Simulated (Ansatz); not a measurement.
Ansatz input file:

```yaml
crystal:
  lattice:
    - [3.7689535728, 0.0, 0.0]
    - [-1.8844767864, 3.2640095398, 0.0]
    - [0.0, 0.0, 6.2059455781]
  atoms:
    - { symbol: Ca, position: [0.3333333333, 0.6666666667, 0.25] }
    - { symbol: Ca, position: [0.6666666667, 0.3333333333, 0.75] }
basis:
  ecutwfc: 500
kpoints:
  mp_grid: { grid: [12, 12, 8] }
hamiltonian:
  xc: r2scan
scf:
  occupations: { method: gaussian, width: 0.1 }
output:
  forces: true
  stress: true
  eigenvalues: true
  write_density: true
  write_potential: true
  elf: true
  volumetric_format: npy
relax:
  adjacent_minimum: "off"
  f_tol: 0.01
  max_steps: 30
  cell: { stress_tol: 0.1, fix: [volume] }
```

Run as
```bash
ansatz run input.yaml --threads 1 --pin off --max-ram 2560MiB --backend cpu --events-out ev --progress --plain --runs-dir out
```

Level of theory: Ansatz 0.2.0, DFT r2SCAN, scalar-relativistic, plane waves, PAW.

From the run's log, abridged (final results; tables in files aren't shown):

```
SCF 3 converged in 3 iterations: F = -3643.256210 eV  dr2 = 4.72e-11
SCF converged after 3 iterations
Free energy (F): -3643.256210 eV
Harris-Foulkes:  -3643.256210 eV  (|F-HF|=7.55e-11)
Internal energy: -3643.246636 eV  (E = F + TS)
E sigma→0 (E₀):  -3643.251423 eV
Entropy (-TS):   -0.009574 eV (-4.787 meV/atom)
Fermi energy:    5.790944 eV
--- Per-component energies (eV) ---
  E_band       = -349.312916
  E_kinetic    = 552.541889
  E_local      = -1632.040091  (includes V_loc(G=0)·N_el)
  E_nonlocal   = 126.708792
  E_hartree    = 543.267276
  E_xc         = -270.634877
  E_vxc        = -383.711265  (∫ρ·V_xc dr)
  E_paw        = -1727.500028  (= ΣΔE_a)
  E_vpaw       = -122.489478  (= ΣTr[D̂ρ^β])
  E_aug_tail   = -0.000008  (compensation charges beyond the density's cutoff)
  E_vtau       = 23.142746  (kinetic-family band-sum trace: ∫τ·v_τ [+ j·A + Jᵃ·Aᵃ] dr)
  E_ewald      = -1235.148258
  E_core_change = -0.441331  (= ΣΔE_core)
  E_smearing   = -0.009574  (= −TS)
--- Forces (eV/Å), atoms counted from 1 ---
  atom   1  Ca     0.00000000     0.00000000     0.00000000
  atom   2  Ca     0.00000000     0.00000000     0.00000000
--- Stress (GPa, compression-positive) ---
        2.743109       0.000000       0.000000
        0.000000       2.743109       0.000000
        0.000000       0.000000       2.827849
  P = ⅓ Tr σ = 2.7714 GPa (27.714 kbar)
--- Band table (eV; the first three rows and the last of 95) ---
  k-point 0: bands = ["-37.8320", "-37.8101", "-18.0360", "-17.8710", "-17.8710", "-17.8449", "-17.8449", "-17.8317", "1.2326", "4.6747", "5.4504", "8.4731", "8.5185", "8.5185"]
  k-point 1: bands = ["-37.8312", "-37.8109", "-18.0284", "-17.8700", "-17.8700", "-17.8459", "-17.8459", "-17.8396", "1.3084", "4.2642", "5.8206", "8.3933", "8.4971", "8.4971"]
  k-point 2: bands = ["-37.8288", "-37.8133", "-18.0067", "-17.8672", "-17.8672", "-17.8622", "-17.8487", "-17.8487", "1.5325", "3.6120", "6.3704", "8.1643", "8.4648", "8.4648"]
  k-point 94: bands = ["-37.8031", "-37.8031", "-18.0060", "-18.0060", "-17.9714", "-17.9714", "-17.8735", "-17.8735", "5.8805", "5.8805", "6.2114", "6.2114", "6.4434", "6.4434"]
--- Relaxed structure (2 steps of the walk, 2 accepted, 1 SCFs on fresh bases) ---
  F+E_penalty+E_count = -3643.25620970 eV   max|allowed force component| = 1.735e-18 eV/Å   (the final SCF, on the basis selected at the relaxed cell)
  cell:  # Å, volume = 76.3449 Å³
    - [3.76581417, 0.0, 0.0]
    - [-1.88290708, 3.26129073, 0.0]
    - [0.0, 0.0, 6.21629716]
  atoms:
    - { symbol: Ca, position: [0.33333333, 0.66666666, 0.25] }
    - { symbol: Ca, position: [0.66666666, 0.33333333, 0.75] }
```

The relaxation met its thresholds.

It took 32 s on 1 thread of Oxide Virtual Turin-like Processor (Zen 5), on a shared host, peak memory 0.65 GiB.